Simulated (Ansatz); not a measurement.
# Ta: energy along a strain

Ta, Im-3m, a = 3.303 Å (as given, not relaxed at this level: -3.8 GPa). Ansatz: PBEsol, PAW, 420 eV, Γ-centred 20×20×20 mesh on 1 atom, Gaussian smearing 0.15 eV; no spin polarisation. Cell vectors (Å): -1.651 1.651 1.651; 1.651 -1.651 1.651; 1.651 1.651 -1.651. The cell is strained by x per cent times the pattern (1 -1 0 0 0 0) in the order xx yy zz yz xz xy (engineering shears), with fractional coordinates held. y is the free energy over the start, V0 = 18.010 Å³/atom. Symmetry makes y even in x.

| x (%) | y (meV/atom) |
| --- | --- |
| -4.00 | 19.34 |
| -2.00 | 5.21 |
| 0.00 | 0.00 |
| 0.50 | ? |
| 1.00 | 1.34 |
| 1.50 | 2.98 |
| 2.50 | 7.99 |
| 3.00 | 11.29 |
| 3.50 | 15.09 |

**Question.** Fit y = c2 x² + c4 x⁴ to the other rows, get the stiffness along the pattern, and predict the missing energy.

**Answer.** Least squares on the rows shown. y = 1.3231 x² − 0.0072449 x⁴. The clamped-ion stiffness p·C·p = 2 × 13.23 eV × 160.2 / 18.010 Å³ = 235 GPa (second derivative at the start, which stands under stress). At x = 0.50 the fit asked for gives 0.33 meV/atom. The run gave 0.34 meV/atom, so the fit is 0.01 meV/atom too low, within the rms miss on the fitted rows (0.03 meV/atom).

Spin–orbit coupling is left out, which can shift energies with elements as heavy as these.